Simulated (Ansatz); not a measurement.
TiAl (CuAu type, space group P4/mmm)

```xyz
2
Lattice="2.7973 0.0000 0.0000 0.0000 2.7973 0.0000 0.0000 0.0000 4.0323" Properties=species:S:1:pos:R:3 pbc="T T T"
Al     1.3986     1.3986     2.0161
Ti     0.0000     0.0000     0.0000
```

The volume is varied about the relaxed value V₀ at fixed cell shape. Symmetry pins the atoms to their sites.

The numbers are results of PBEsol (plane waves to 420 eV, PAW, scalar-relativistic; Ansatz, an electronic-structure program), not measurements. k mesh 17×17×12 (Γ-centred), Fermi-Dirac smearing 0.05 eV. Energies are smeared free energies. Compression counts positive. With the shape held, the modulus is that of even scaling; a crystal free to change shape is softer. TiAl is run without spin polarisation. TiAl was relaxed with its symmetry unable to fall. The zero of ΔE is the relaxed starting cell. The last digit holds for this mesh only.

```json
[
 {"V (Å³/atom)": "14.829", "ΔE (meV/atom)": "23.6"},
 {"V (Å³/atom)": "15.066", "ΔE (meV/atom)": "12.9"},
 {"V (Å³/atom)": "15.303", "ΔE (meV/atom)": "5.6"},
 {"V (Å³/atom)": "15.539", "ΔE (meV/atom)": "1.4"},
 {"V (Å³/atom)": "15.776", "ΔE (meV/atom)": "0.0"},
 {"V (Å³/atom)": "16.013", "ΔE (meV/atom)": "1.3"},
 {"V (Å³/atom)": "16.249", "ΔE (meV/atom)": "5.1"},
 {"V (Å³/atom)": "16.486", "ΔE (meV/atom)": "11.2"},
 {"V (Å³/atom)": "16.723", "ΔE (meV/atom)": "withheld"}
]
```

Problem. Fit a third-order Birch-Murnaghan form (E₀, V₀, B₀, B₀′ free) to the given rows and predict ΔE at V = 16.723.

Solution. Least squares on the 8 given rows: ΔE = E₀ + (9V₀B₀/16)·y²·[2 + (B₀′ − 4)y], y = (V₀/V)^(2/3) − 1, with V₀ = 15.776 Å³/atom, B₀ = 120.4 GPa (160.2 GPa = 1 eV/Å³; the term in eV is multiplied by 1000), B₀′ = 3.85, E₀ = 0.01 meV/atom; root-mean-square residual 0.02 meV/atom. At 16.723 the fit gives 19.4 meV/atom; the calculation gives 19.4 meV/atom, the same to the digits shown. For the pressure the fit gives -6.3 GPa against the computed -6.3 GPa.

(A scan under strain: stresses follow from slopes of the energy per volume, elastic moduli from its curvatures.)
